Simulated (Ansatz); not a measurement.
One stationary structure of BAs. Space group P6₃mc (No. 186), AFLOW prototype AB_hP12_186_a2b_a2b (B6, as in SiC). Level of theory: r2SCAN (plane waves to 500 eV, PAW, scalar-relativistic; Ansatz, a program for electronic structure).

Space group P6₃mc (No. 186); a = 3.3756 Å, b = 3.3756 Å, c = 16.6143 Å, α = 90.00°, β = 90.00°, γ = 120.00°

| atom | site | symmetry | x | y | z |
|---|---|---|---|---|---|
| B | 2a | 3m. | 0.0000 | 0.0000 | 0.0003 |
| B | 2b | 3m. | 0.3333 | 0.6667 | 0.3325 |
| B | 2b | 3m. | 0.6667 | 0.3333 | 0.1665 |
| As | 2a | 3m. | 0.0000 | 0.0000 | 0.3744 |
| As | 2b | 3m. | 0.3333 | 0.6667 | 0.2081 |
| As | 2b | 3m. | 0.6667 | 0.3333 | 0.0420 |

| Quantity | Result |
|---|---|
| Volume per atom | 13.66 Å³ |
| Density | 5.21 g/cm³ |
| Band gap | 1.46 eV, indirect (valence top at Γ, conduction bottom at k = (0, 0.4444, 0)) (no spin-orbit coupling) |
| Smallest direct gap | 2.74 eV at Γ |
| Shortest distances | As–B 2.07 Å; B–B 3.38 Å; As–As 3.38 Å |
| k-mesh | 9×9×2 |

Band energies at high-symmetry points (eV from the VBM; labels of this space group; no spin-orbit coupling), from −5 eV up to 3.4 eV:

```
point                                                                                                               energies
-----  ---------------------------------------------------------------------------------------------------------------------
Γ      -3.23 -3.21 -2.03 -2.03 -1.70 -1.70 -1.65 -1.65 -0.79 -0.79 -0.69 -0.69 -0.12 0.00 0.00 2.74 2.86 3.14 3.24 3.24 3.42
M                             -4.36 -4.21 -4.02 -3.94 -3.91 -3.29 -2.82 -2.80 -2.59 -2.02 1.49 1.92 2.03 2.33 2.89 3.04 3.05
K                                                                         -4.33 -4.33 -4.11 -3.29 -3.20 -3.20 2.55 2.55 2.59
A                    -1.94 -1.94 -1.94 -1.94 -1.26 -1.26 -1.26 -1.26 -1.22 -1.22 -0.24 -0.24 -0.24 -0.24 2.79 2.79 3.29 3.29
L                                  -4.49 -4.49 -4.25 -4.25 -3.42 -3.42 -2.73 -2.73 -2.26 -2.26 1.61 1.61 2.16 2.16 2.59 2.59
H                                                                    -4.08 -4.08 -3.67 -3.67 -3.37 -3.37 2.93 2.93 3.28 3.28
```

No spin polarisation in the result.

The run could not lose the symmetry of its start.

The first start was generated by placing the elements on the sites of a structure type. Materials Project lists a structure of BAs in the same space group, P6₃mc (No. 186); the sites were not compared with it, nor with measured phases. Known forms of BAs include space group No. 216.
